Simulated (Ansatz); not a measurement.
## ZnC2 under pressure

Theory: DFT PBE, scalar-relativistic, plane waves, PAW in Ansatz. Cutoff 420 eV, 8×8×8 k-points (Γ-centred), fixed occupations. No spin polarisation. Phonons by linear response, acoustic sum rule imposed.

Relaxed structure:
```xyz
3
Lattice="-2.1503 2.1503 2.5132 2.1503 -2.1503 2.5132 2.1503 2.1503 -2.5132" Properties=species:S:1:pos:R:3 pbc="T T T"
Zn    0.0000    0.0000    0.0000
C     0.0000    0.0000    3.1329
C     0.0000    0.0000    1.8934
```

The cell was built by swapping an element in a database structure (itself possibly hypothetical) and relaxing; it need not be the stable form of this composition. The crystal is built of chains and no dispersion correction was added, so the binding between them is poorly described, and with it their spacing and whatever depends on it.

The cell is relaxed again at 2 and 5 and 13 and 21 and 31 and 41 GPa. How do volume, gap and optical modes at Γ (cm⁻¹, counted from the lowest optical one; a degenerate one stands once) change?

## Answers

```tsv
	0 GPa	2 GPa	5 GPa	13 GPa	21 GPa	31 GPa	41 GPa
V/V0	1.000	0.899	0.823	0.723	0.666	0.619	0.585
gap (eV)	3.71	3.62	3.29	2.30	1.68	1.17	0.71
ε∞, mean	4.35	4.81	5.23	5.90	6.36	6.80	7.16
mode 1	20i	115i	153i	189i	196i	183i	158i
mode 3	344	360	373	390	400	408	415
mode 5	660	649	640	624	611	598	586
mode 6	2038	2029	2022	2014	2011	2009	2009
```